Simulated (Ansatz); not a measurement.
InP:
```
InP
1.0
    3.85506     0.00000     0.00000
   -1.92753     3.33858     0.00000
    0.00000     0.00000     6.55244
In P
2 2
Direct
  0.00000   0.00000   0.00000
  0.00000   0.00000   0.50000
  0.33333   0.66667   0.25000
  0.66667   0.33333   0.75000
```

Relaxed with r²SCAN. Special points in fractions of this cell's reciprocal vectors: Γ (0.000, 0.000, 0.000); M (0.500, 0.000, 0.000); K (0.333, 0.333, 0.000); A (0.000, 0.000, 0.500); L (0.500, 0.000, 0.500); H (0.333, 0.333, 0.500).

Question: List the band energies nearest the Fermi level at these points for r²SCAN with spin–orbit coupling (plane waves, PAW; program Ansatz).

Answer: In eV from the Fermi level; about four levels below and three above (degenerate sets whole), none deeper than 8.9 eV; points with the same levels are listed once.

```json
[
 {"k": "Γ", "below": "-0.44 -0.44 -0.35 -0.35", "above": "0.24 0.24 0.25 0.25"},
 {"k": "M", "below": "-3.50 -3.50 -2.36 -2.36", "above": "0.10 0.10 1.50 1.50"},
 {"k": "K", "below": "-2.67 -2.67 -2.21 -2.21", "above": "5.32 5.32 5.99 5.99"},
 {"k": "A", "below": "-0.01 -0.01 -0.01 -0.01", "above": "2.91 2.91 2.91 2.91"},
 {"k": "L", "below": "-1.43 -1.43 -1.43 -1.43", "above": "0.43 0.43 0.43 0.43"},
 {"k": "H", "below": "-0.37 -0.37 -0.37 -0.37", "above": "1.67 1.67 1.67 1.67"}
]
```

Space group P6_3/mmc (NiAs type). The start of the workflow was typed in or built on a structure type; neither database checked (COD, Materials Project) lists it. It is not the phase usual at ambient conditions (space group No. 216). The cell was relaxed with r²SCAN under the symmetry of its start; whether a distortion lowers the energy is not shown.

Potentials: the earlier of the program's two PAW sets.
